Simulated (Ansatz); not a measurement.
PbSe:
```
PbSe
1.0
    0.00000     3.10877     3.10877
    3.10877     0.00000     3.10877
    3.10877     3.10877     0.00000
Pb Se
1 1
Direct
  0.00000   0.00000   0.00000
  0.50000   0.50000   0.50000
```

Relaxed with PBE.

Q: Map the valence electron density (e/Å³), cut off at 3 on the plane through (0.000, 0.000, 0.000) spanned by u = [1, 0, 0] and v = [0, 1, -1] in lattice vectors, from the program Ansatz at the PBE level (PAW).

A: x is the fraction of u, y of v (the angle between them is 90°; rows are the nearest grid lines); atoms in the plane: Pb at (0.00, 0.00), Se at (0.50, 0.50).
```
y \ x   0.000  0.0909  0.182  0.273  0.364  0.455  0.545  0.636  0.727  0.818  0.909   1.00
------  -----  ------  -----  -----  -----  -----  -----  -----  -----  -----  -----  -----
1.00     3.00    3.00   1.54  0.293  0.085  0.047  0.047  0.085  0.293   1.54   3.00   3.00
0.909    3.00    3.00   1.03  0.244  0.095  0.068  0.068  0.095  0.244   1.03   3.00   3.00
0.864    3.00    2.13  0.666  0.208  0.115  0.103  0.103  0.115  0.208  0.666   2.13   3.00
0.773   0.651   0.484  0.261  0.191  0.232  0.292  0.292  0.232  0.191  0.261  0.484  0.651
0.682   0.145   0.141  0.160  0.281  0.561  0.912  0.912  0.561  0.281  0.160  0.141  0.145
0.636   0.085   0.094  0.155  0.360  0.846   2.50   2.50  0.846  0.360  0.155  0.094  0.085
0.545   0.047   0.068  0.170  0.515   2.50   3.00   3.00   2.50  0.515  0.170  0.068  0.047
0.455   0.047   0.068  0.170  0.515   2.50   3.00   3.00   2.50  0.515  0.170  0.068  0.047
0.364   0.085   0.094  0.155  0.360  0.846   2.50   2.50  0.846  0.360  0.155  0.094  0.085
0.318   0.145   0.141  0.160  0.281  0.561  0.912  0.912  0.561  0.281  0.160  0.141  0.145
0.227   0.651   0.484  0.261  0.191  0.232  0.292  0.292  0.232  0.191  0.261  0.484  0.651
0.136    3.00    2.13  0.666  0.208  0.115  0.103  0.103  0.115  0.208  0.666   2.13   3.00
0.0909   3.00    3.00   1.03  0.244  0.095  0.068  0.068  0.095  0.244   1.03   3.00   3.00
0.000    3.00    3.00   1.54  0.293  0.085  0.047  0.047  0.085  0.293   1.54   3.00   3.00
```

The density is the valence pseudo-density with augmentation charge, so density and ELF within about 1 Å of a nucleus are not all-electron values.

Space group Fm-3m (rock salt). The PBE relaxation kept the symmetry of its start; of distortions, only those at the zone centre were tested. Spin–orbit coupling is left out wherever it is not named.

Potentials: the later of the program's two PAW sets.
